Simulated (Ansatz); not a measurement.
Data:

AlSiCN:
```
AlSiCN
1.0
    3.12580     0.00000     0.00000
   -1.56290     2.70702     0.00000
    0.00000     0.00000     9.97259
Al N Si C
2 2 2 2
Direct
  0.33333   0.66667   0.99583
  0.66667   0.33333   0.23557
  0.33333   0.66667   0.19749
  0.66667   0.33333   0.44034
  0.33333   0.66667   0.50388
  0.66667   0.33333   0.75763
  0.33333   0.66667   0.68499
  0.66667   0.33333   0.93693
```

This is the PBEsol-relaxed structure.

Problem. All from PBEsol (plane waves, PAW; program Ansatz), unless another level is named. Estimate the electronic character.

Solution. metallic (no gap).

Problem. Next, the density of states at the Fermi level?

Solution. 0.15 states/eV per atom (mean over ±0.08 eV).

Problem. What about the formation energy from the elements (no fitted shifts)?

Solution. -53 kJ/mol-atom.

Space group P3m1. The start of the workflow was typed in or built on a structure type; the Crystallography Open Database copy checked does not list it. Whether it is the stable phase at ambient conditions was not checked. The cell was relaxed with PBEsol under the symmetry of its start; its stability against distortions is not shown here. The references are the lowest solids computed at this level, not always the standard phases (solids in place of the gases).

Potentials: the earlier of the program's two PAW sets. The files were generated under PBE; for other functionals the program regenerates the frozen cores, and for LDA and PBEsol the local potential too.
